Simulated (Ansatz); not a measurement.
GaP (rock salt, Fm-3m) under volume change, DFT-r²SCAN in the program Ansatz with PAW potentials, scaled uniformly.

| V (Å³/atom) | E − E(relaxed) (meV/atom) | P (GPa) |
|---|---|---|
| 15.249 | ___ | ___ |
| 15.751 | ___ | ___ |
| 16.254 | 5.0 | 3.24 |
| 16.757 | 0.0 | 0.01 |
| 17.260 | 4.4 | -2.73 |
| 17.762 | 16.7 | -5.05 |
| 18.265 | 35.7 | -7.01 |

Task: What belongs in the gaps?

Result: 
- 15.751, E − E(relaxed) (meV/atom): 21.0
- 15.751, P (GPa): 7.06
- 15.249, E − E(relaxed) (meV/atom): 50.0
- 15.249, P (GPa): 11.56

Task: What does a third-order Birch–Murnaghan fit give for V₀, B₀ and B′?

Result: V₀ = 16.76 Å³/atom, B₀ = 98.9 GPa, B′ = 4.5.

The cell is a constructed one: a structure type filled with these elements; neither database checked (COD, Materials Project) lists it. It is not the phase usual at ambient conditions (space group No. 216). The cell was relaxed with r²SCAN under the symmetry of its start; its stability against distortions is not shown here. Scalar-relativistic: spin–orbit coupling is off unless named, which matters more the heavier the elements.

Potentials: the later of the program's two PAW sets.
